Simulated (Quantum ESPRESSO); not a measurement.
# Kohn-Sham bands of Au (Cmcm, model phase)

```
Au
1.0
    1.41131    -2.55593     0.00000
    1.41131     2.55593     0.00000
    0.00000     0.00000     4.89317
Au
2
Cartesian
  0.00000   1.71079  -1.22329
  0.00000  -1.71079   1.22329
```

Materials Project entry mp-1008634; symmetrised, unrelaxed at this level. This isn't the element's usual structure (fcc); take it as a model of another phase. Level: PBEsol, no spin polarisation, no spin-orbit coupling; pw.x of Quantum ESPRESSO at 61 Ry with PseudoDojo potentials, 12×12×6 k-points, Wannier90. Density: 16×16×10 mesh, cold smearing 0.01 Ry. Spin-orbit coupling is left out although heavy elements are present.

Q: List the Kohn-Sham levels between −8 and 3.0 eV relative to the Fermi level at the high-symmetry points, as a band run of pw.x on that density gives them (levels within 2 meV counted together).

A: 
```csv
point,k (reciprocal lattice),levels (eV)
Γ,0.000 0.000 0.000,"-7.10, -4.69, -4.64, -4.30, -4.05, -3.80, -3.42, -3.25, -2.12, -2.04, -1.08, 2.43"
Y,-0.500 0.500 0.000,"-6.64, -6.61, -5.95, -4.24, -4.11, -4.08, -3.60, -1.82, -1.81, -1.64, 0.25, 1.28"
C_0,-0.326 0.674 0.000,"-5.85, -5.38, -5.34, -4.79, -4.60, -4.37, -3.57, -2.40, -2.32, -2.31, 2.20, 2.54"
Σ_0,0.326 0.326 0.000,"-5.85, -5.38, -5.34, -4.79, -4.60, -4.37, -3.57, -2.40, -2.32, -2.31, 2.20, 2.54"
Z,0.000 0.000 0.500,"-7.89 (×2), -4.66 (×2), -4.61 (×2), -4.11 (×2), -2.59 (×2), -2.44 (×2)"
A_0,0.326 0.326 0.500,"-5.65 (×2), -5.05 (×2), -4.39 (×2), -3.51 (×2), -2.03 (×2)"
E_0,-0.326 0.674 0.500,"-5.65 (×2), -5.05 (×2), -4.39 (×2), -3.51 (×2), -2.03 (×2)"
T,-0.500 0.500 0.500,"-6.75 (×2), -5.70 (×2), -3.10 (×2), -2.31 (×2), -1.70 (×2), 0.28 (×2)"
S,0.000 0.500 0.000,"-6.51, -6.48, -6.03, -4.42, -4.12, -3.84, -3.45, -1.91, -1.73, -1.58, 0.52, 1.76"
R,0.000 0.500 0.500,"-6.63 (×2), -5.60 (×2), -3.31 (×2), -2.32 (×2), -1.62 (×2), 0.66 (×2)"
```
